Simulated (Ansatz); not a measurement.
## Eigenvalues along a path: LuPb₂

```yaml
crystal:
  lattice:
    - [-1.78910, 1.78910, 6.33361]
    - [1.78910, -1.78910, 6.33361]
    - [1.78910, 1.78910, -6.33361]
  atoms:
    - { symbol: Lu, position: [0.00000, 0.00000, 0.00000] }
    - { symbol: Pb, position: [0.33300, 0.33300, 0.00000] }
    - { symbol: Pb, position: [0.66700, 0.66700, 0.00000] }
```

The base volume is that of a database entry, so it needn't be at zero pressure; the structure needn't be the stable phase, at rest or compressed.

All numbers are LDA results (scalar-relativistic) from Ansatz 0.2.0, with a Γ-centred 14×14×14 k mesh, Fermi–Dirac smearing of 0.05 eV, no spin polarisation. Methods: LAPW: all electrons, basis error target 1 meV/atom.

This run: volume at 0.9 of the series' base cell.

Spin–orbit coupling is left out, which matters for the heavy atoms.

Path points, in fractions of the reciprocal vectors: Γ (0.000, 0.000, 0.000), X (0.000, 0.000, 0.500), P (0.250, 0.250, 0.250), N (0.000, 0.500, 0.000), M (0.500, 0.500, -0.500), S (0.270, 0.730, -0.270), S0 (-0.270, 0.270, 0.270). The distance column jumps between branches of the path. Levels in eV from the Fermi level; bands 32 to 63, counted from the lowest band of the run. The gap is zero, the pressure -0.92 GPa.

```
# k(1/Å) point b32 b33 b34 b35 b36 b37 b38 b39 b40 b41 b42 b43 b44 b45 b46 b47 b48 b49 b50 b51 b52 b53 b54 b55 b56 b57 b58 b59 b60 b61 b62 b63
0.000 Γ -16.97 -16.87 -16.83 -16.83 -16.79 -16.74 -16.67 -16.57 -16.57 -16.57 -11.63 -8.01 -5.54 -5.53 -5.53 -5.53 -5.52 -5.50 -5.50 -4.72 -0.04 0.83 0.83 1.77 3.07 4.32 4.61 4.61 5.23 5.23 5.53 6.60
0.207 - -16.94 -16.85 -16.83 -16.82 -16.77 -16.76 -16.66 -16.58 -16.58 -16.56 -11.45 -7.95 -5.54 -5.53 -5.53 -5.53 -5.52 -5.50 -5.50 -4.48 -0.01 0.34 0.42 1.69 2.74 2.85 4.44 4.47 4.80 6.21 7.32 7.55
0.414 - -16.90 -16.82 -16.82 -16.81 -16.79 -16.74 -16.66 -16.62 -16.58 -16.56 -10.93 -7.77 -5.54 -5.54 -5.53 -5.53 -5.52 -5.50 -5.50 -3.81 -0.72 -0.49 0.03 0.55 2.30 2.64 4.11 4.20 4.34 7.14 8.01 8.78
0.621 - -16.91 -16.88 -16.83 -16.74 -16.73 -16.71 -16.69 -16.63 -16.58 -16.55 -10.08 -7.51 -5.54 -5.54 -5.54 -5.52 -5.51 -5.51 -5.50 -2.93 -1.82 -1.30 -0.76 -0.02 2.25 2.90 3.66 3.96 4.28 5.69 5.87 10.13
0.828 - -16.93 -16.93 -16.85 -16.79 -16.67 -16.64 -16.63 -16.61 -16.57 -16.54 -9.01 -7.23 -5.54 -5.54 -5.54 -5.51 -5.51 -5.50 -5.50 -2.73 -2.72 -1.70 -1.00 -0.20 1.97 3.12 3.18 3.25 4.25 4.29 5.20 8.94
1.035 - -16.95 -16.95 -16.86 -16.86 -16.62 -16.61 -16.60 -16.57 -16.56 -16.54 -7.94 -7.05 -5.55 -5.55 -5.53 -5.50 -5.50 -5.50 -5.48 -3.31 -3.08 -1.61 -1.12 -0.39 1.24 2.04 3.00 3.24 4.73 4.98 5.64 7.53
1.242 X -16.96 -16.95 -16.89 -16.87 -16.60 -16.59 -16.58 -16.58 -16.53 -16.53 -7.43 -6.98 -5.56 -5.55 -5.53 -5.50 -5.50 -5.50 -5.47 -3.52 -3.14 -1.67 -1.39 -0.48 1.10 1.33 2.91 4.19 5.79 5.82 5.89 6.05
1.283 - -16.96 -16.95 -16.89 -16.87 -16.60 -16.59 -16.58 -16.58 -16.53 -16.53 -7.43 -6.98 -5.56 -5.55 -5.53 -5.50 -5.50 -5.50 -5.47 -3.51 -3.15 -1.66 -1.38 -0.49 0.92 1.54 2.93 4.17 5.53 5.79 5.91 6.03
1.324 - -16.96 -16.95 -16.89 -16.87 -16.60 -16.59 -16.58 -16.58 -16.53 -16.53 -7.43 -6.98 -5.56 -5.55 -5.53 -5.50 -5.50 -5.50 -5.47 -3.50 -3.17 -1.64 -1.33 -0.54 0.69 1.84 2.99 4.09 5.13 5.79 5.95 6.02
1.366 - -16.96 -16.95 -16.89 -16.87 -16.60 -16.59 -16.58 -16.58 -16.53 -16.53 -7.43 -6.98 -5.56 -5.55 -5.53 -5.50 -5.50 -5.50 -5.47 -3.47 -3.21 -1.62 -1.26 -0.62 0.50 2.17 3.09 3.98 4.73 5.79 6.02 6.02
1.407 - -16.96 -16.96 -16.89 -16.87 -16.60 -16.59 -16.58 -16.58 -16.53 -16.53 -7.43 -6.98 -5.55 -5.55 -5.53 -5.50 -5.50 -5.50 -5.47 -3.44 -3.25 -1.59 -1.17 -0.72 0.35 2.51 3.21 3.83 4.34 5.79 6.02 6.10
1.448 - -16.96 -16.96 -16.88 -16.87 -16.60 -16.59 -16.59 -16.58 -16.53 -16.53 -7.43 -6.98 -5.55 -5.55 -5.53 -5.50 -5.50 -5.50 -5.47 -3.40 -3.30 -1.57 -1.06 -0.83 0.25 2.81 3.36 3.68 4.00 5.79 6.02 6.19
1.490 P -16.96 -16.96 -16.88 -16.87 -16.60 -16.59 -16.59 -16.58 -16.53 -16.53 -7.43 -6.99 -5.55 -5.55 -5.53 -5.50 -5.50 -5.50 -5.48 -3.35 -3.35 -1.56 -0.94 -0.94 0.22 2.97 3.52 3.52 3.84 5.79 6.02 6.27
1.636 - -16.96 -16.95 -16.87 -16.87 -16.61 -16.60 -16.58 -16.58 -16.54 -16.54 -7.57 -7.19 -5.55 -5.55 -5.53 -5.50 -5.50 -5.50 -5.49 -3.26 -3.07 -1.44 -1.36 -0.82 0.78 2.43 3.23 3.80 4.24 5.29 5.88 6.13
1.782 - -16.95 -16.94 -16.85 -16.84 -16.65 -16.64 -16.58 -16.58 -16.56 -16.56 -7.89 -7.63 -5.55 -5.55 -5.53 -5.52 -5.51 -5.50 -5.49 -3.17 -2.90 -1.36 -0.98 -0.48 1.32 1.89 3.05 3.85 4.54 5.34 5.84 6.22
1.929 - -16.93 -16.92 -16.82 -16.81 -16.70 -16.69 -16.58 -16.58 -16.57 -16.57 -8.24 -8.08 -5.55 -5.54 -5.54 -5.53 -5.51 -5.51 -5.49 -3.36 -3.21 -0.51 -0.36 0.13 0.88 2.06 3.11 4.36 4.47 5.63 5.85 6.83
2.075 - -16.91 -16.90 -16.80 -16.80 -16.75 -16.74 -16.59 -16.58 -16.57 -16.57 -8.52 -8.43 -5.55 -5.54 -5.53 -5.53 -5.52 -5.51 -5.48 -3.83 -3.32 -0.35 0.15 0.94 1.19 2.26 3.25 4.60 5.32 5.79 5.92 7.44
2.221 - -16.88 -16.88 -16.83 -16.82 -16.76 -16.75 -16.60 -16.59 -16.57 -16.57 -8.70 -8.65 -5.55 -5.55 -5.53 -5.53 -5.53 -5.51 -5.47 -4.15 -3.41 -0.65 0.53 1.38 1.50 3.26 3.34 5.37 5.44 5.75 6.65 7.51
2.368 N -16.86 -16.85 -16.85 -16.85 -16.76 -16.75 -16.60 -16.59 -16.57 -16.56 -8.77 -8.73 -5.55 -5.55 -5.53 -5.53 -5.53 -5.51 -5.47 -4.26 -3.45 -0.77 0.69 1.37 1.67 3.24 4.53 4.77 5.66 6.20 7.18 7.41
2.520 - -16.88 -16.85 -16.84 -16.83 -16.78 -16.73 -16.64 -16.58 -16.58 -16.56 -9.47 -8.20 -5.55 -5.55 -5.53 -5.53 -5.53 -5.51 -5.47 -4.11 -3.14 -1.14 0.90 1.41 1.75 2.98 4.53 4.76 5.48 6.42 6.84 7.63
2.672 - -16.90 -16.84 -16.82 -16.81 -16.79 -16.70 -16.69 -16.59 -16.58 -16.55 -10.19 -7.96 -5.55 -5.55 -5.53 -5.52 -5.52 -5.52 -5.48 -3.61 -2.67 -1.48 1.18 1.49 1.93 2.50 3.93 4.79 6.05 6.58 6.68 7.60
2.824 - -16.91 -16.83 -16.82 -16.80 -16.77 -16.76 -16.66 -16.62 -16.58 -16.55 -10.80 -7.94 -5.55 -5.54 -5.53 -5.53 -5.52 -5.52 -5.48 -3.57 -2.08 -0.85 1.29 1.68 1.73 2.59 3.34 4.86 6.05 6.53 7.34 7.49
2.976 - -16.93 -16.83 -16.83 -16.81 -16.77 -16.77 -16.66 -16.60 -16.58 -16.56 -11.26 -7.98 -5.55 -5.54 -5.53 -5.53 -5.52 -5.51 -5.49 -4.12 -0.88 -0.17 1.24 1.52 2.10 3.11 3.17 4.94 5.72 6.03 7.17 8.16
3.128 - -16.95 -16.86 -16.83 -16.82 -16.78 -16.75 -16.67 -16.58 -16.57 -16.56 -11.54 -8.00 -5.54 -5.53 -5.53 -5.53 -5.52 -5.50 -5.49 -4.56 -0.04 0.31 0.94 1.75 2.74 3.67 3.76 4.94 5.42 5.44 6.53 7.23
3.280 Γ -16.97 -16.87 -16.83 -16.83 -16.79 -16.74 -16.67 -16.57 -16.57 -16.57 -11.63 -8.01 -5.54 -5.53 -5.53 -5.53 -5.52 -5.50 -5.50 -4.72 -0.04 0.83 0.83 1.77 3.07 4.32 4.61 4.61 5.23 5.23 5.53 6.60
3.363 - -16.97 -16.87 -16.83 -16.83 -16.79 -16.74 -16.67 -16.57 -16.57 -16.57 -11.61 -8.11 -5.55 -5.53 -5.53 -5.53 -5.52 -5.50 -5.50 -4.56 -0.04 0.86 0.86 1.72 2.90 4.25 4.25 4.32 5.55 5.62 5.62 6.62
3.445 - -16.97 -16.87 -16.83 -16.83 -16.79 -16.74 -16.66 -16.57 -16.57 -16.57 -11.55 -8.36 -5.56 -5.53 -5.53 -5.53 -5.52 -5.50 -5.50 -4.13 -0.04 0.95 0.95 1.54 2.47 3.72 3.72 4.32 5.72 6.22 6.22 6.70
3.528 - -16.97 -16.88 -16.83 -16.83 -16.79 -16.74 -16.65 -16.57 -16.57 -16.57 -11.47 -8.66 -5.56 -5.53 -5.53 -5.53 -5.52 -5.50 -5.50 -3.54 -0.04 1.11 1.11 1.14 2.04 3.21 3.21 4.32 6.08 6.82 6.86 6.86
3.611 - -16.97 -16.89 -16.83 -16.83 -16.79 -16.74 -16.65 -16.57 -16.57 -16.57 -11.37 -8.95 -5.56 -5.53 -5.53 -5.53 -5.52 -5.50 -5.50 -2.84 -0.04 0.45 1.31 1.31 1.81 2.75 2.75 4.32 6.61 6.97 7.49 7.49
3.693 - -16.97 -16.89 -16.83 -16.83 -16.78 -16.74 -16.64 -16.57 -16.57 -16.57 -11.28 -9.15 -5.56 -5.53 -5.53 -5.53 -5.52 -5.50 -5.50 -2.09 -0.34 -0.04 1.57 1.57 1.70 2.33 2.33 4.32 7.12 7.27 8.03 8.03
3.776 M -16.97 -16.89 -16.83 -16.83 -16.78 -16.74 -16.64 -16.57 -16.57 -16.57 -11.25 -9.23 -5.57 -5.53 -5.53 -5.53 -5.52 -5.50 -5.50 -1.50 -0.95 -0.04 1.67 1.78 1.78 2.07 2.07 4.32 7.19 7.98 8.06 8.28
3.911 - -16.96 -16.88 -16.83 -16.83 -16.78 -16.75 -16.64 -16.57 -16.57 -16.56 -11.18 -9.16 -5.56 -5.53 -5.53 -5.53 -5.52 -5.50 -5.50 -1.52 -0.99 -0.12 0.71 1.80 2.00 2.12 2.75 4.28 6.90 7.31 7.68 8.18
4.045 - -16.94 -16.86 -16.83 -16.82 -16.77 -16.77 -16.63 -16.59 -16.58 -16.55 -10.98 -8.96 -5.56 -5.54 -5.53 -5.53 -5.52 -5.51 -5.49 -1.92 -1.14 -0.42 0.42 1.81 1.82 2.26 3.51 4.23 5.82 6.40 7.85 7.96
4.180 - -16.92 -16.84 -16.84 -16.80 -16.79 -16.77 -16.64 -16.60 -16.58 -16.55 -10.64 -8.66 -5.56 -5.54 -5.53 -5.53 -5.52 -5.51 -5.49 -2.94 -1.45 -0.27 0.48 1.60 1.81 2.47 4.04 4.32 5.09 5.41 7.30 8.13
4.315 - -16.91 -16.84 -16.83 -16.82 -16.78 -16.73 -16.67 -16.59 -16.58 -16.55 -10.18 -8.35 -5.55 -5.55 -5.53 -5.52 -5.52 -5.52 -5.48 -3.97 -1.93 0.09 0.47 1.41 1.74 2.75 4.34 4.63 4.80 4.92 6.58 8.13
4.449 - -16.90 -16.85 -16.84 -16.81 -16.81 -16.70 -16.67 -16.58 -16.57 -16.55 -9.62 -8.22 -5.55 -5.55 -5.53 -5.53 -5.52 -5.52 -5.47 -4.64 -2.49 -0.01 0.62 1.25 1.66 3.03 4.45 4.95 5.16 5.16 5.78 8.08
4.584 S -16.88 -16.85 -16.85 -16.84 -16.78 -16.73 -16.62 -16.58 -16.57 -16.56 -9.01 -8.50 -5.55 -5.55 -5.53 -5.53 -5.53 -5.51 -5.47 -4.64 -3.00 -0.69 0.98 1.17 1.65 3.23 4.78 5.06 5.45 5.53 5.81 8.06
5.099 S0 -16.88 -16.85 -16.85 -16.84 -16.78 -16.73 -16.62 -16.58 -16.57 -16.56 -9.01 -8.50 -5.55 -5.55 -5.53 -5.53 -5.53 -5.51 -5.47 -4.64 -3.00 -0.69 0.98 1.17 1.65 3.23 4.78 5.06 5.45 5.53 5.81 8.06
5.257 - -16.87 -16.85 -16.85 -16.85 -16.76 -16.75 -16.61 -16.59 -16.57 -16.56 -9.23 -8.35 -5.55 -5.55 -5.53 -5.53 -5.53 -5.51 -5.47 -3.89 -3.32 -1.66 1.22 1.28 1.75 3.06 4.65 4.79 6.02 6.33 6.54 7.54
5.415 - -16.89 -16.84 -16.83 -16.81 -16.79 -16.71 -16.67 -16.59 -16.58 -16.56 -10.02 -7.93 -5.55 -5.55 -5.53 -5.53 -5.53 -5.52 -5.48 -3.09 -2.94 -2.41 1.38 1.44 2.03 2.45 4.05 4.75 6.72 6.84 6.89 7.41
5.573 - -16.91 -16.83 -16.81 -16.80 -16.78 -16.75 -16.67 -16.61 -16.58 -16.55 -10.71 -7.83 -5.55 -5.54 -5.53 -5.52 -5.52 -5.52 -5.48 -3.53 -2.26 -1.35 1.35 1.79 1.81 2.47 3.28 4.95 6.35 6.51 7.48 8.15
5.731 - -16.93 -16.83 -16.83 -16.81 -16.78 -16.77 -16.66 -16.61 -16.58 -16.56 -11.22 -7.89 -5.54 -5.54 -5.53 -5.53 -5.52 -5.51 -5.49 -4.17 -1.03 -0.32 1.27 1.48 2.29 2.91 3.05 5.11 5.89 5.90 7.57 7.94
5.889 - -16.95 -16.85 -16.83 -16.82 -16.78 -16.75 -16.67 -16.58 -16.57 -16.56 -11.53 -7.97 -5.54 -5.53 -5.53 -5.53 -5.52 -5.50 -5.49 -4.58 -0.04 0.23 0.95 1.75 2.79 3.52 3.73 5.20 5.20 5.50 6.63 7.27
6.047 Γ -16.97 -16.87 -16.83 -16.83 -16.79 -16.74 -16.67 -16.57 -16.57 -16.57 -11.63 -8.01 -5.54 -5.53 -5.53 -5.53 -5.52 -5.50 -5.50 -4.72 -0.04 0.83 0.83 1.77 3.07 4.32 4.61 4.61 5.23 5.23 5.53 6.60
```
